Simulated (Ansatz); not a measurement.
# HfRh3, first-principles data

HfRh3:
```
HfRh3
1.0
    3.91623     0.00000     0.00000
    0.00000     3.91623     0.00000
    0.00000     0.00000     3.91623
Rh Hf
3 1
Direct
  0.00000   0.50000   0.50000
  0.50000   0.00000   0.50000
  0.50000   0.50000   0.00000
  0.00000   0.00000   0.00000
```

Space group Pm-3m (No. 221), Cu3Au type; conventional cell a = b = c = 3.9162 Å, α = β = γ = 90.00°.

Method: plane-wave PAW r²SCAN (Ansatz code). Geometry: relaxed at this level of theory. Other levels are named where they apply.

Cell and energy:

* **Volume per atom**: 15.02 Å³
* **Density**: 13.47 g/cm³
* **Formation energy from the elements (no fitted shifts)**: -75 kJ/mol of atoms

Electronic structure:

- Electronic character = metallic (no gap)
- Density of states at the Fermi level = 0.80 states/eV per atom (mean over ±0.08 eV)
- Gap with spin–orbit coupling = none (metallic)

Mechanics:

Bulk modulus (Birch–Murnaghan fit): 2390 kbar
Pressure derivative B′: 4.7

Charges:

* **Bader charges**: Rh -0.60, Hf +1.79 e

The workflow started from an entry of the Crystallography Open Database (COD). Whether it is the stable phase at ambient conditions was not checked. Symmetry was held in the r²SCAN relaxation; whether a distortion lowers the energy is not shown. No spin polarisation was allowed. The references are the lowest solids computed at this level, not always the standard phases. Spin–orbit coupling is left out wherever it is not named.

Potentials: the later of the program's two PAW sets.
